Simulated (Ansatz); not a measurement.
Consider the following.

V5Si3 (space group I4/mcm)

```
CELL_PARAMETERS angstrom
     -4.65442     4.65442     2.33863
      4.65442    -4.65442     2.33863
      4.65442     4.65442    -2.33863
ATOMIC_POSITIONS crystal
  V  0.77510 0.07473 0.84983
  V  0.22490 0.92527 0.15017
  V  0.07473 0.22490 0.29963
  V  0.92527 0.77510 0.70037
  V  0.72490 0.57473 0.29963
  V  0.27510 0.42527 0.70037
  V  0.42527 0.72490 0.15017
  V  0.57473 0.27510 0.84983
  V  0.25000 0.75000 0.50000
  V  0.75000 0.25000 0.50000
  Si 0.16601 0.66601 0.83203
  Si 0.83399 0.33399 0.16797
  Si 0.66601 0.83399 0.50000
  Si 0.33399 0.16601 0.50000
  Si 0.75000 0.75000 0.00000
  Si 0.25000 0.25000 0.00000
```

The volume is varied about the relaxed value V₀ at fixed cell shape. The atoms relax within the cell's symmetry.

All values below come from PBEsol (plane waves to 420 eV, PAW, scalar-relativistic; Ansatz, a first-principles code). k mesh 9×9×9 (Γ-centred), Fermi-Dirac smearing 0.05 eV. Energies are smeared free energies. Compression counts positive. Left out: 2 of 9 points, with atoms too close for the PAW data. With the shape held, the modulus is that of even scaling; a crystal free to change shape is softer. V5Si3 is run without spin polarisation. V5Si3 was relaxed with its symmetry unable to fall. ΔE is measured from the relaxed starting cell.

The scan covers V/V₀ from 0.950 to 1.100 in 7 points.

Problem. What is the fitted pressure derivative B₀′?

Solution. 4.2.

Problem. What bulk modulus at fixed cell shape B₀ follows from a third-order Birch-Murnaghan fit?

Solution. 208 GPa.

(Under strain, the slope of the energy per volume gives the stress and its curvature an elastic modulus.)
